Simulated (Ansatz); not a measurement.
Property card for BAs

BAs:
```xyz
8
Lattice="6.5331 0.0000 0.0000 0.0000 3.3790 0.0000 0.0000 0.0000 5.6208" Properties=species:S:1:pos:R:3 pbc="T T T"
B      1.0467     0.8447     2.2528
B      2.2198     2.5342     5.0632
B      5.4863     2.5342     3.3679
B      4.3133     0.8447     0.5576
As     5.4645     0.8447     2.1994
As     4.3351     2.5342     5.0098
As     1.0685     2.5342     3.4213
As     2.1980     0.8447     0.6110
```

Space group Pnma (No. 62); conventional cell a = 6.5331 Å, b = 3.3790 Å, c = 5.6208 Å, α = β = γ = 90.00°.

Method: DFT-LDA in the program Ansatz with PAW potentials. Structure relaxed to zero pressure with the same functional. Other levels are named where they apply.

### Cell and energy

| Item | Result |
|---|---|
| Volume per atom | 15.51 Å³ |
| Density | 4.59 g/cm³ |
| Formation energy from the elements (no fitted shifts) | 0.24 eV/atom |

### Electronic structure

| Item | Value |
|---|---|
| Band gap | 0.38 eV (indirect) |
| Valence-band maximum | at Γ |
| Conduction-band minimum | at U (k = 0.500, 0.000, 0.500 in fractions of the reciprocal vectors) |
| Smallest direct gap on the standard path | 1.06 eV |
| Hole effective mass | 0.16, 0.47, 0.87 mₑ (principal values) |

### Mechanics

| Property | Result |
|---|---|
| Bulk modulus (Birch–Murnaghan fit) | 111 GPa |
| Pressure derivative B′ | 2.9 |
| Elastic constants (relaxed ions, GPa) | C11 = 146, C22 = 254, C33 = 222, C12 = 58.4, C13 = 115, C23 = 39.5, C44 = 82.7, C55 = 98.9, C66 = 64.1 |
| Mechanical stability | stable (all eigenvalues of C positive) |
| Hill bulk and shear moduli | 115 and 69.3 GPa |
| Young's modulus | 173 GPa |
| Poisson's ratio | 0.25 |
| Debye temperature from the elastic constants | 515 K |

### Dielectric response

| Property | Value |
|---|---|
| Electronic dielectric constant ε∞ (DFPT) | 9.25 (xx), 9.30 (yy), 8.33 (zz) |
| Static dielectric constant ε0 (ions relaxed, cell fixed) | 9.42 (xx), 9.36 (yy), 8.44 (zz) |
| Born charges (a third of the trace) | B -0.31, As +0.31 e |

### Phonons

| Quantity | Value |
|---|---|
| Highest zone-centre frequency (without LO–TO term) | 803 cm⁻¹ |
| Zone-centre stability | no imaginary mode at Γ |

The start of the workflow was typed in or built on a structure type; neither database checked (COD, Materials Project) lists it. It is not the phase usual at ambient conditions (space group No. 216). The cell was relaxed with LDA under the symmetry of its start. The volume moved by 23 % from the start of the relaxation. Its formation energy is positive at this level, so the cell may be metastable or incomplete. The references are the lowest solids computed at this level, not always the standard phases. Scalar-relativistic: spin–orbit coupling is off unless named, which matters more the heavier the elements.

Potentials: the earlier of the program's two PAW sets. The files were generated under PBE; for other functionals the program regenerates the frozen cores, and for LDA and PBEsol the local potential too.
